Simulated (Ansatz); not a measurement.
Si2W: strain and displacement

```
CELL_PARAMETERS angstrom
-1.60600 1.60600 3.94000
1.60600 -1.60600 3.94000
1.60600 1.60600 -3.94000
ATOMIC_POSITIONS crystal
Si 0.33300 0.33300 0.00000
Si 0.66700 0.66700 0.00000
W 0.00000 0.00000 0.00000
```

Atom numbers follow the list: Si1, Si2, W3.

Conventional cell: a = 3.212 Å, b = 3.212 Å, c = 7.880 Å, α = 90.00°, β = 90.00°, γ = 90.00°. Si (atom 1) is surrounded by 5 Si at 2.62 to 2.63 Å and 5 W at 2.62 Å. Around W (atom 3) lie 10 Si at 2.62 Å.

The cell comes from COD entry 1010283, which wasn't checked; take it as a given geometry. It differs from other determinations.

No spin–orbit coupling, which matters for the heavy atoms here.

Level of theory: DFT, LDA, all-electron LAPW, scalar-relativistic (Ansatz 0.2.0).

Sampling and basis: a Γ-centred 11×11×14 k mesh, Fermi–Dirac smearing of 0.05 eV, basis error target 1 meV/atom, no spin polarisation; this mesh doesn't keep the crystal's whole symmetry, which leaves small spurious terms.

The unchanged cell is at -7.28 GPa.

In a metal, stresses and small energies carry noise from the k mesh.

x, y and z are the Cartesian axes of the cell as listed; fractional coordinates follow a strain, and an engineering shear is twice the off-diagonal strain component.

(1) One change gave: energy change +2 meV/atom; stress change (xx, yy, zz, yz, xz, xy) 0.09, 0.09, 0.05, -1.94, -1.94, -1.90 GPa, compression positive. Which change was it?
A. equal xy, yz and zx engineering shear strains of +1 %
B. equal xy, yz and zx engineering shear strains of -1 %
C. equal xy, yz and zx engineering shear strains of -2 %
D. equal xy, yz and zx engineering shear strains of +2 %
E. equal xy, yz and zx engineering shear strains of +3 %
F. equal xy, yz and zx engineering shear strains of -3 %

Results:

(1) A. For equal xy, yz and zx engineering shear strains of -2 %: energy change +10 meV/atom; stress change (xx, yy, zz, yz, xz, xy) 0.33, 0.33, 0.33, 4.14, 4.14, 4.07 GPa, compression positive; change of the force on Si1 (-0.025, -0.025, -0.017) eV/Å. For equal xy, yz and zx engineering shear strains of +3 %: energy change +21 meV/atom; stress change (xx, yy, zz, yz, xz, xy) 0.74, 0.74, 0.58, -5.50, -5.50, -5.46 GPa, compression positive; change of the force on Si1 (-0.002, -0.002, -0.019) eV/Å. For equal xy, yz and zx engineering shear strains of -3 %: energy change +23 meV/atom; stress change (xx, yy, zz, yz, xz, xy) 0.77, 0.77, 0.74, 6.31, 6.31, 6.23 GPa, compression positive; change of the force on Si1 (-0.046, -0.046, -0.035) eV/Å. For equal xy, yz and zx engineering shear strains of -1 %: energy change +3 meV/atom; stress change (xx, yy, zz, yz, xz, xy) 0.08, 0.08, 0.09, 2.03, 2.03, 1.99 GPa, compression positive. For equal xy, yz and zx engineering shear strains of +2 %: energy change +9 meV/atom; stress change (xx, yy, zz, yz, xz, xy) 0.34, 0.34, 0.23, -3.78, -3.78, -3.72 GPa, compression positive.
